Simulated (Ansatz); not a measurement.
The relaxed structure here is a generated cell of Ta2N: the first start was made by placing the elements on the sites of a structure type, and the end was not matched to a known phase here, so it may be hypothetical.

Relaxation of a generated cell, Ta2N built in the AFLOW prototype A2B_mP12_14_2e_e (C43, as in ZrO2); 12 atoms in the cell, which starts as P2₁/c (No. 14), mP12; a = 5.3276 Å, b = 5.3908 Å, c = 5.5001 Å, α = 90.00°, β = 99.23°, γ = 90.00°. Level of theory: r2SCAN (plane waves to 500 eV, PAW, scalar-relativistic; Ansatz, a first-principles code). Γ-centred k-mesh 4×4×4 on the run's cell (coarser than for final values), Fermi–Dirac smearing 0.05 eV. This is the first round of the run. 

The optimiser's lines from the output (shortened; P is positive under compression):

```
relax step   1: F+E_penalty+E_count = -81096.51350070 eV  Δ(F+E_penalty+E_count) = +0.000e0 eV  max|allowed force component| = 3.072e0 eV/Å  Δτ_max = 0.0000 Å  P = +13.611 GPa  Ω = 155.915 Å³  (8 SCF iters, dr2 threshold 1.00e-7 eV, accepted)
relax step   2: F+E_penalty+E_count = -81098.36082194 eV  Δ(F+E_penalty+E_count) = -1.847e0 eV  max|allowed force component| = 1.281e0 eV/Å  Δτ_max = 0.1948 Å  P = -2.047 GPa  Ω = 162.084 Å³  (9 SCF iters, dr2 threshold 1.20e-6 eV, accepted)
relax step   3: F+E_penalty+E_count = -81099.04067392 eV  Δ(F+E_penalty+E_count) = -6.799e-1 eV  max|allowed force component| = 7.977e-1 eV/Å  Δτ_max = 0.1412 Å  P = -1.594 GPa  Ω = 160.167 Å³  (8 SCF iters, dr2 threshold 1.20e-6 eV, accepted)
relax step   4: F+E_penalty+E_count = -81099.52841003 eV  Δ(F+E_penalty+E_count) = -4.877e-1 eV  max|allowed force component| = 6.679e-1 eV/Å  Δτ_max = 0.1951 Å  P = -0.054 GPa  Ω = 157.835 Å³  (8 SCF iters, dr2 threshold 1.20e-6 eV, accepted)
relax step   5: F+E_penalty+E_count = -81100.64484428 eV  Δ(F+E_penalty+E_count) = -1.116e0 eV  max|allowed force component| = 1.187e0 eV/Å  Δτ_max = 0.1835 Å  P = +4.691 GPa  Ω = 156.885 Å³  (8 SCF iters, dr2 threshold 1.20e-6 eV, accepted)
relax step   6: F+E_penalty+E_count = -81101.96612980 eV  Δ(F+E_penalty+E_count) = -1.321e0 eV  max|allowed force component| = 1.021e0 eV/Å  Δτ_max = 0.1602 Å  P = +3.977 GPa  Ω = 158.925 Å³  (9 SCF iters, dr2 threshold 1.20e-6 eV, accepted)
relax step   7: F+E_penalty+E_count = -81102.62668423 eV  Δ(F+E_penalty+E_count) = -6.606e-1 eV  max|allowed force component| = 1.089e0 eV/Å  Δτ_max = 0.1950 Å  P = -2.568 GPa  Ω = 164.195 Å³  (8 SCF iters, dr2 threshold 1.20e-6 eV, accepted)
relax step   8: F+E_penalty+E_count = -81103.97045519 eV  Δ(F+E_penalty+E_count) = -1.344e0 eV  max|allowed force component| = 9.050e-1 eV/Å  Δτ_max = 0.2000 Å  P = +0.810 GPa  Ω = 161.486 Å³  (9 SCF iters, dr2 threshold 1.20e-6 eV, accepted)
relax step   9: F+E_penalty+E_count = -81104.63081801 eV  Δ(F+E_penalty+E_count) = -6.604e-1 eV  max|allowed force component| = 1.504e0 eV/Å  Δτ_max = 0.1951 Å  P = +3.635 GPa  Ω = 159.309 Å³  (8 SCF iters, dr2 threshold 1.20e-6 eV, accepted)
relax step  10: F+E_penalty+E_count = -81104.25281628 eV  Δ(F+E_penalty+E_count) = +3.780e-1 eV  max|allowed force component| = 1.087e0 eV/Å  Δτ_max = 0.1536 Å  P = +2.691 GPa  Ω = 160.422 Å³  (8 SCF iters, dr2 threshold 1.20e-6 eV, rejected (line search))
relax step  11: F+E_penalty+E_count = -81105.10882450 eV  Δ(F+E_penalty+E_count) = -4.780e-1 eV  max|allowed force component| = 9.069e-1 eV/Å  Δτ_max = 0.0950 Å  P = +0.350 GPa  Ω = 160.379 Å³  (11 SCF iters, accepted)
relax step  12: F+E_penalty+E_count = -81105.45449910 eV  Δ(F+E_penalty+E_count) = -3.457e-1 eV  max|allowed force component| = 7.876e-1 eV/Å  Δτ_max = 0.1000 Å  P = -0.008 GPa  Ω = 160.172 Å³  (7 SCF iters, dr2 threshold 1.20e-6 eV, accepted)
relax step  13: F+E_penalty+E_count = -81105.99067456 eV  Δ(F+E_penalty+E_count) = -5.362e-1 eV  max|allowed force component| = 5.307e-1 eV/Å  Δτ_max = 0.1462 Å  P = -0.409 GPa  Ω = 159.656 Å³  (8 SCF iters, dr2 threshold 1.20e-6 eV, accepted)
relax step  14: F+E_penalty+E_count = -81105.83661191 eV  Δ(F+E_penalty+E_count) = +1.541e-1 eV  max|allowed force component| = 1.293e0 eV/Å  Δτ_max = 0.1950 Å  P = +1.307 GPa  Ω = 158.585 Å³  (9 SCF iters, dr2 threshold 1.20e-6 eV, rejected (line search))
relax step  15: F+E_penalty+E_count = -81106.19327689 eV  Δ(F+E_penalty+E_count) = -2.026e-1 eV  max|allowed force component| = 4.801e-2 eV/Å  Δτ_max = 0.0811 Å  P = -0.633 GPa  Ω = 159.433 Å³  (11 SCF iters, accepted)
relax step  16: F+E_penalty+E_count = -81106.19468226 eV  Δ(F+E_penalty+E_count) = -1.405e-3 eV  max|allowed force component| = 2.012e-2 eV/Å  Δτ_max = 0.0029 Å  P = -0.022 GPa  Ω = 159.125 Å³  (5 SCF iters, dr2 threshold 1.20e-6 eV, accepted)
relax step  17: F+E_penalty+E_count = -81106.19485876 eV  Δ(F+E_penalty+E_count) = -1.765e-4 eV  max|allowed force component| = 4.122e-3 eV/Å  Δτ_max = 0.0021 Å  P = -0.016 GPa  Ω = 159.121 Å³  (5 SCF iters, dr2 threshold 7.54e-8 eV, accepted)
relax step  18: F+E_penalty+E_count = -81106.19488942 eV  Δ(F+E_penalty+E_count) = -3.066e-5 eV  max|allowed force component| = 3.823e-4 eV/Å  Δτ_max = 0.0004 Å  P = -0.000 GPa  Ω = 159.112 Å³  (4 SCF iters, dr2 threshold 2.80e-8 eV, accepted)
relax step  19: F+E_penalty+E_count = -81106.21488816 eV  Δ(F+E_penalty+E_count) = -2.000e-2 eV  max|allowed force component| = 4.714e-4 eV/Å  Δτ_max = 0.0000 Å  P = +0.175 GPa  Ω = 159.112 Å³  stress off target by 4.56e-1 GPa  SCF on the basis re-selected at this cell (its energy is not comparable with the rows above)  (7 SCF iters)
relax step  20: F+E_penalty+E_count = -81106.21507040 eV  Δ(F+E_penalty+E_count) = -1.822e-4 eV  max|allowed force component| = 3.139e-3 eV/Å  Δτ_max = 0.0003 Å  P = -0.005 GPa  Ω = 159.211 Å³  (5 SCF iters, dr2 threshold 5.20e-7 eV, accepted)
relax step  21: F+E_penalty+E_count = -81106.21507487 eV  Δ(F+E_penalty+E_count) = -4.469e-6 eV  max|allowed force component| = 2.128e-4 eV/Å  Δτ_max = 0.0002 Å  P = -0.001 GPa  Ω = 159.208 Å³  (5 SCF iters, dr2 threshold 1.30e-9 eV, accepted)
relax step  22: F+E_penalty+E_count = -81106.21513557 eV  Δ(F+E_penalty+E_count) = -6.070e-5 eV  max|allowed force component| = 2.103e-4 eV/Å  Δτ_max = 0.0000 Å  P = -0.001 GPa  Ω = 159.208 Å³  stress off target by 1.51e-3 GPa  SCF on the basis re-selected at this cell (its energy is not comparable with the rows above)  (4 SCF iters)
```

From the first to the last row the energy changes by -0.81 eV/atom and the volume by +2.1 %. The last row is marked as not comparable with the walk above it, whose basis was carried along; it does compare with step 1, since both stand on a basis selected at the nominal cutoff for their own cell.

Steps 10, 14 were rejected by the optimiser.

Later rounds, restarted from the end of this one on a renewed k-mesh, logged 4 more steps and released under 0.01 eV/atom more. The final structure after all rounds: Pbcn (No. 60), oP12; a = 4.917 Å, b = 6.193 Å, c = 5.229 Å, α = β = γ = 90.00°. Between re-selections the logged energies stand on a plane-wave basis carried along with the cell. No spin polarisation in the result.

The run could not lose the symmetry of its start, so the end can be a saddle point.
